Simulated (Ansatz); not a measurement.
Consider the following.

WS2:
Space group R3m, hexagonal axes (No. 160); a = 3.1734 Å, b = 3.1734 Å, c = 18.8154 Å, α = 90.00°, β = 90.00°, γ = 120.00°

```
atom  site  symmetry       x       y       z
----  ----  --------  ------  ------  ------
W       3a        3m  0.0000  0.0000  0.0007
S       3a        3m  0.0000  0.0000  0.4169
S       3a        3m  0.0000  0.0000  0.2511
```
(The calculation used a cell of 3 atoms; values per cell refer to that cell.)

This is the r²SCAN+D4-relaxed structure.

All from the program Ansatz at the r²SCAN+D4 level (PAW), unless another level is named. Predict the smallest direct gap on the standard path.

1.95 eV.

Give the band gap.

1.21 eV (indirect).

What about the hole effective mass?

0.65, 0.65, 0.71 mₑ (principal values).

Predict the gap with spin–orbit coupling.

1.07 eV.

And the weight of the valence-edge state by species (Voronoi cells)?

W 58 %, S 42 %.

The workflow started from a Materials Project entry (that database holds measured and hypothetical structures alike); the Crystallography Open Database files this formula in space group No. 160, but the cells were not matched. It is not the phase usual at ambient conditions (space group No. 194). Symmetry was held in the r²SCAN+D4 relaxation; whether a distortion lowers the energy is not shown. The run is not spin-polarised. Spin–orbit coupling is left out wherever it is not named.

Potentials: the later of the program's two PAW sets.
